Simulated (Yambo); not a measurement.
Yambo run on a free-standing NbIO₂ monolayer (symmetry P2_1/m, slab cell 23.7 Å high). The wavefunctions come from this Quantum ESPRESSO step (PBEsol, PseudoDojo standard norm-conserving files, scalar-relativistic):

```
&CONTROL
  calculation = 'nscf'
  pseudo_dir = './pseudo'
  outdir = './out'
/
&SYSTEM
  ibrav = 0
  nat = 8
  ntyp = 3
  ecutwfc = 84.0
  ecutrho = 336.0
  occupations = 'fixed'
  force_symmorphic = .true.
  nbnd = 147
  assume_isolated = '2D'
/
&ELECTRONS
  conv_thr = 8e-09
  diago_full_acc = .true.
  diago_thr_init = 1e-08
/
ATOMIC_SPECIES
O 15.9990 O.upf
Nb 92.9064 Nb.upf
I 126.9045 I.upf
CELL_PARAMETERS angstrom
  3.892554807000   0.000000000000   0.000000000000
  0.000000000000   3.750322356000   0.000000000000
  0.000000000000   0.000000000000  23.700000000000
ATOMIC_POSITIONS crystal
O   0.000703511100   0.000000000000   0.064807580500
O   0.992755546600   0.500000000000  -0.064807580500
O   0.490322001300   0.500000000000   0.028234792900
O   0.503137056400   0.000000000000  -0.028234792900
Nb   0.455581947100   0.500000000000  -0.058542912700
Nb   0.537877110600   0.000000000000   0.058542912700
I   0.499091940800   0.000000000000  -0.153805239200
I   0.494367116900   0.500000000000   0.153805239200
K_POINTS automatic
4 4 1 0 0 0
```

Yambo input:

```
rim_cut
gw0
dyson
el_el_corr
HF_and_locXC
ppa
em1d
rim_w
RandQpts= 1000000
RandGvec= 2 Ry
CUTGeo= "slab z"
EXXRLvcs= 84 Ry
VXCRLvcs= 336 Ry
Chimod= "HARTREE"
% BndsRnXp
 3 | 146 |
%
NGsBlkXp= 5 Ry
% LongDrXp
 1.0 | 1.0 | 0.0 |
%
RandGvecW= 693 mRy
PPAPntXp= 27.2114 eV
% GbndRnge
 1 | 146 |
%
GTermKind= "BG"
DysSolver= "n"
ExtendOut
% QPkrange
 1 | 1 | 32 | 33 |
 3 | 3 | 32 | 33 |
 7 | 7 | 32 | 33 |
 9 | 9 | 32 | 33 |
%
```

k points by index: 1 = Γ, 3 = (0, -0.5), 7 = (-0.5, 0), 9 = (-0.5, -0.5).

Resulting energies as the program prints them:

```
#    K-point    Band    Eo [eV]    E [eV]    E-Eo [eV]    Vxc [eV]    Vnlxc [eV]    Sc|Eo [eV]    Sc|E [eV]    dSc/dw|Eo [eV]    Re(Z)    Im(Z)
#
    1    32    -0.395174    -0.925441    -0.530267    -12.50736    -14.97009    1.779201    1.932465    -7.861964    0.775835    -0.002398
    1    33    0.873306    2.085627    1.212320    -15.85088    -11.10081    -3.194762    -3.537748    -7.697193    0.779498    -0.002210
    3    32    0.000000    -0.487477    -0.487477    -12.30088    -14.33250    1.406212    1.544136    -7.696215    0.779519    -0.002319
    3    33    1.123308    2.323469    1.200161    -16.03587    -11.18727    -3.303283    -3.648440    -7.824345    0.776669    -0.002219
    7    32    -0.598744    -1.136923    -0.538179    -12.65499    -14.91271    1.570091    1.719544    -7.554104    0.782706    -0.002233
    7    33    2.011954    3.270696    1.258741    -16.26051    -10.31215    -4.328175    -4.689616    -7.811946    0.776944    -0.002214
    9    32    -1.581893    -2.072138    -0.490245    -14.86593    -18.84766    3.330736    3.491483    -8.914568    0.753218    -0.003741
    9    33    2.636394    3.913289    1.276895    -16.05966    -10.60181    -3.817875    -4.180956    -7.736114    0.778631    -0.002030
```
(The two width columns are left out.) Convergence of these settings isn't established.

Spin-orbit coupling is not included.

Geometry relaxed with PBEsol.

This is a model layer cut from the bulk structure; whether it is stable on its own was not checked.
